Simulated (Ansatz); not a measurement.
BP:
```xyz
2
Lattice="0.0000 2.2454 2.2454 2.2454 0.0000 2.2454 2.2454 2.2454 0.0000" Properties=species:S:1:pos:R:3 pbc="T T T"
B      0.0000     0.0000     0.0000
P      3.3680     3.3680     3.3680
```

x, y and z are the axes in which the lattice vectors are written.

Problem. Give the proper piezoelectric stress tensor with relaxed ions from DFT-LDA in the program Ansatz with PAW potentials.

Solution. In C/m², rows x, y, z, Voigt columns; mesh uncertainty up to 0.01.
```
0.00  0.00  0.00  0.11  0.00  0.00
0.00  0.00  0.00  0.00  0.11  0.00
0.00  0.00  0.00  0.00  0.00  0.11
```

The elastic tensor of the same run (GPa):

```csv
,1,2,3,4,5,6
1,358,84.3,84.3,0.0,0.0,0.0
2,84.3,358,84.3,0.0,0.0,0.0
3,84.3,84.3,358,0.0,0.0,0.0
4,0.0,0.0,0.0,194,0.0,0.0
5,0.0,0.0,0.0,0.0,194,0.0
6,0.0,0.0,0.0,0.0,0.0,194
```

Problem. Convert to strain constants d = e·S.

Solution. In pC/N:
```
0.0  0.0  0.0  0.6  0.0  0.0
0.0  0.0  0.0  0.0  0.6  0.0
0.0  0.0  0.0  0.0  0.0  0.6
```

Space group F-43m (zinc blende). The cell was relaxed with LDA under the symmetry of its start. Signs of piezoelectric constants follow the polarity of the cell as given.

Potentials: the earlier of the program's two PAW sets. The files were generated under PBE; for other functionals the program regenerates the frozen cores, and for LDA and PBEsol the local potential too.
